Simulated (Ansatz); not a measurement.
NbP2:
```xyz
6
Lattice="1.6615 -5.7642 0.0000 1.6615 5.7642 0.0000 0.0000 0.0000 5.0847" Properties=species:S:1:pos:R:3 pbc="T T T"
Nb     1.6615    -4.7301     2.5536
Nb     1.6615     4.7301     0.0112
P      1.6615    -0.8462     1.9289
P      1.6615     0.8462     4.4712
P      1.6615     2.2968     0.9836
P      1.6615    -2.2968     3.5260
```

Relaxed with r²SCAN.

Question: Map the valence electron density (e/Å³), cut off at 0.7 on the plane through (0.910, 0.090, 0.502) spanned by u = [0, 0, 1] and v = [1, -1, 0] in lattice vectors, from plane-wave PAW r²SCAN (Ansatz code).

Answer: x is the fraction of u, y of v (the angle between them is 90°; rows are the nearest grid lines); atoms in the plane: Nb at (0.00, 0.00), Nb at (0.50, 0.18), P at (0.88, 0.66), P at (0.38, 0.52), P at (0.69, 0.39), P at (0.19, 0.79).
```
y \ x   0.000  0.0800  0.200  0.280  0.360  0.440  0.560  0.640  0.720  0.800  0.920   1.00
------  -----  ------  -----  -----  -----  -----  -----  -----  -----  -----  -----  -----
1.00    0.700   0.700  0.527  0.208  0.163  0.120  0.086  0.098  0.145  0.498  0.700  0.700
0.925   0.700   0.700  0.256  0.147  0.084  0.056  0.075  0.122  0.176  0.240  0.700  0.700
0.850   0.328   0.665  0.700  0.538  0.253  0.103  0.068  0.089  0.104  0.103  0.152  0.328
0.775   0.570   0.700  0.105  0.586  0.606  0.254  0.092  0.091  0.115  0.152  0.300  0.570
0.700   0.700   0.636  0.399  0.352  0.278  0.206  0.197  0.324  0.617  0.656  0.595  0.700
0.625   0.642   0.315  0.141  0.194  0.290  0.322  0.240  0.277  0.493  0.573  0.603  0.642
0.550   0.267   0.235  0.454  0.598  0.408  0.601  0.401  0.178  0.140  0.202  0.298  0.267
0.450   0.169   0.160  0.320  0.494  0.594  0.700  0.700  0.700  0.632  0.616  0.282  0.169
0.375   0.106   0.070  0.073  0.079  0.109  0.229  0.665  0.304  0.166  0.588  0.258  0.106
0.300   0.057   0.081  0.140  0.152  0.153  0.199  0.422  0.545  0.463  0.259  0.077  0.057
0.225   0.065   0.080  0.146  0.256  0.700  0.700  0.700  0.700  0.245  0.133  0.077  0.065
0.150   0.123   0.107  0.139  0.293  0.700  0.700  0.700  0.700  0.326  0.218  0.164  0.123
0.0750  0.700   0.700  0.241  0.218  0.227  0.241  0.232  0.191  0.189  0.241  0.695  0.700
0.000   0.700   0.700  0.527  0.208  0.163  0.120  0.086  0.098  0.145  0.498  0.700  0.700
```

The density is the valence pseudo-density with augmentation charge, so density and ELF within about 1 Å of a nucleus are not all-electron values.

Space group Cmc2_1. The start of the workflow was typed in or built on a structure type; neither database checked (COD, Materials Project) lists it. Whether it is the stable phase at ambient conditions was not checked. Symmetry was held in the r²SCAN relaxation; its stability against distortions is not shown here. The run is not spin-polarised.

Potentials: the earlier of the program's two PAW sets. The files were generated under PBE; for other functionals the program regenerates the frozen cores, and for LDA and PBEsol the local potential too.
